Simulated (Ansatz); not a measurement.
Sn₃Te₂Se:
```cif
data_SeSn3Te2
_chemical_formula_sum 'Sn3 Te2 Se1'
_space_group_name_H-M_alt 'P 1'
_space_group_IT_number 1
_cell_length_a 4.42697
_cell_length_b 4.42697
_cell_length_c 10.79263
_cell_angle_alpha 90.000
_cell_angle_beta 90.000
_cell_angle_gamma 120.000
loop_
_space_group_symop_operation_xyz
  'x, y, z'
loop_
_atom_site_label
_atom_site_type_symbol
_atom_site_fract_x
_atom_site_fract_y
_atom_site_fract_z
_atom_site_occupancy
Sn1 Sn 0.00000 0.00000 0.50000 1
Sn2 Sn 0.33333 0.66667 0.15218 1
Sn3 Sn 0.66667 0.33333 0.84782 1
Te1 Te 0.33333 0.66667 0.67404 1
Te2 Te 0.66667 0.33333 0.32596 1
Se1 Se 0.00000 0.00000 0.00000 1
```

Relaxed with r²SCAN. The program Ansatz at the r²SCAN level (PAW) gives no gap.

Task: What gap does HSE06 give on the same cell (Ansatz, PAW)?

Result: 0.06 eV. The hybrid was solved on a coarser mesh and at special points; the gap given is the minimum over both. On such a mesh it can open a false gap in a semimetal.

```json
[
 {"k": "Γ", "v1 r²SCAN": "-0.76", "c1 r²SCAN": "0.99", "v1 HSE06": "…", "c1 HSE06": "…"},
 {"k": "A", "v1 r²SCAN": "0.00", "c1 r²SCAN": "0.01", "v1 HSE06": "…", "c1 HSE06": "…"},
 {"k": "K", "v1 r²SCAN": "-2.36", "c1 r²SCAN": "1.98", "v1 HSE06": "…", "c1 HSE06": "…"},
 {"k": "H", "v1 r²SCAN": "-1.22", "c1 r²SCAN": "0.49", "v1 HSE06": "…", "c1 HSE06": "…"},
 {"k": "M", "v1 r²SCAN": "-1.89", "c1 r²SCAN": "1.52", "v1 HSE06": "-1.95", "c1 HSE06": "1.71"},
 {"k": "L", "v1 r²SCAN": "-0.04", "c1 r²SCAN": "0.00", "v1 HSE06": "0.00", "c1 HSE06": "0.06"}
]
```

Task: Top valence (v1) and lowest conduction level (c1) in eV from each method's valence maximum (which need not be a listed point): supply the withheld HSE06 values.

Result: 
- H, v1 HSE06: -1.24
- H, c1 HSE06: 0.71
- K, v1 HSE06: -2.46
- K, c1 HSE06: 2.31
- Γ, v1 HSE06: -0.80
- Γ, c1 HSE06: 1.18
- A, v1 HSE06: 0.00
- A, c1 HSE06: 0.10

Cost on shared cores: the r²SCAN run (SCF on a 11×11×4 mesh, then bands and DOS) about 2.4 core-minutes (a rough figure), the HSE06 run (SCF on 4×4×2, then a few points) very roughly 2.6 core-minutes; the tasks are unlike.

Space group P-3m1. The first step of the workflow began from a Materials Project structure, measured or hypothetical; the Crystallography Open Database copy checked does not list it. Its standing as an ambient phase is unchecked. The cell was relaxed with r²SCAN under the symmetry of its start; its stability against distortions is not shown here. Scalar-relativistic: spin–orbit coupling is off unless named, which matters more the heavier the elements.

Potentials: the later of the program's two PAW sets.
